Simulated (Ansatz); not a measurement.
The relaxed structure here is a generated cell of CdS: the first start was made by placing the elements on the sites of a structure type, and the end was not matched to a known phase here, so it may be hypothetical. Known forms of CdS include space group No. 186, 216.

The end point of a relaxation of CdS. Space group P4₂/mnm (No. 136), AFLOW prototype AB_tP8_136_g_f (as in BeO). These are PBE (plane waves to 420 eV, PAW, scalar-relativistic; Ansatz, an electronic-structure program) values and carry that method's errors.

```cif
data_Cd4S4
_chemical_formula_sum 'S4 Cd4'
_space_group_name_H-M_alt 'P42/mnm'
_space_group_IT_number 136
_space_group_name_Hall '-P 4n 2n'
_cell_length_a 7.21355
_cell_length_b 7.21355
_cell_length_c 4.20742
_cell_angle_alpha 90.000
_cell_angle_beta 90.000
_cell_angle_gamma 90.000
loop_
_atom_site_label
_atom_site_type_symbol
_atom_site_symmetry_multiplicity
_atom_site_Wyckoff_symbol
_atom_site_fract_x
_atom_site_fract_y
_atom_site_fract_z
_atom_site_occupancy
S1 S 4 g 0.18227 0.18227 0.50000 1
Cd1 Cd 4 f 0.32137 0.32137 0.00000 1
```

### Question
Give the band gap at the level PBE.

### Answer
1.20 eV, direct at Γ (no spin-orbit coupling).

No spin polarisation in the result.

The run could not lose the symmetry of its start, so the end can be a saddle point.
